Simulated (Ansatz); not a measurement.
Ca2Si:
```yaml
crystal:
  lattice:
    - [0.00000, 3.57999, 3.57999]
    - [3.57999, 0.00000, 3.57999]
    - [3.57999, 3.57999, 0.00000]
  atoms:
    - { symbol: Ca, position: [0.75000, 0.75000, 0.75000] }
    - { symbol: Ca, position: [0.25000, 0.25000, 0.25000] }
    - { symbol: Si, position: [0.00000, 0.00000, 0.00000] }
```

Relaxed with r²SCAN.

Q: Map the electron localisation function on the plane through (0.750, 0.750, 0.750) spanned by u = [1, 0, 0] and v = [-1, 1, 1] in lattice vectors, from plane-wave PAW r²SCAN (Ansatz code).

A: x is the fraction of u, y of v (the angle between them is 90°; rows are the nearest grid lines); atoms in the plane: Ca at (0.00, 0.00), Ca at (0.00, 0.50), Si at (0.50, 0.25).
```
y \ x   0.000  0.0800  0.200  0.280  0.360  0.440  0.560  0.640  0.720  0.800  0.920   1.00
------  -----  ------  -----  -----  -----  -----  -----  -----  -----  -----  -----  -----
1.00    0.723   0.850  0.360  0.066  0.552  0.729  0.729  0.552  0.066  0.360  0.850  0.723
0.917   0.857   0.840  0.126  0.026  0.151  0.343  0.343  0.151  0.026  0.129  0.840  0.857
0.833   0.070   0.045  0.026  0.045  0.062  0.070  0.070  0.062  0.045  0.026  0.044  0.070
0.778   0.048   0.054  0.077  0.080  0.065  0.048  0.048  0.065  0.080  0.077  0.054  0.048
0.694   0.030   0.030  0.047  0.065  0.062  0.054  0.054  0.062  0.065  0.047  0.030  0.030
0.611   0.771   0.680  0.042  0.025  0.093  0.192  0.192  0.093  0.025  0.044  0.681  0.771
0.528   0.777   0.864  0.362  0.043  0.402  0.641  0.641  0.402  0.043  0.365  0.864  0.777
0.472   0.777   0.852  0.270  0.119  0.671  0.781  0.781  0.671  0.119  0.269  0.852  0.777
0.389   0.771   0.613  0.097  0.638  0.823  0.823  0.823  0.823  0.637  0.096  0.608  0.771
0.306   0.030   0.063  0.682  0.826  0.745  0.363  0.364  0.746  0.826  0.682  0.062  0.030
0.222   0.048   0.160  0.762  0.831  0.678  0.280  0.280  0.678  0.831  0.762  0.160  0.048
0.167   0.069   0.049  0.478  0.807  0.802  0.596  0.597  0.802  0.806  0.479  0.050  0.069
0.0833  0.857   0.810  0.087  0.438  0.798  0.827  0.827  0.798  0.438  0.088  0.809  0.857
0.000   0.723   0.850  0.360  0.066  0.552  0.729  0.729  0.552  0.066  0.360  0.850  0.723
```

The density is the valence pseudo-density with augmentation charge, so density and ELF within about 1 Å of a nucleus are not all-electron values.

Space group Fm-3m (fluorite or antifluorite type). The workflow started from a Materials Project entry (that database holds measured and hypothetical structures alike); the Crystallography Open Database copy checked does not list it. Whether it is the stable phase at ambient conditions was not checked. The r²SCAN relaxation kept the symmetry of its start; whether a distortion lowers the energy is not shown.

Potentials: the later of the program's two PAW sets.
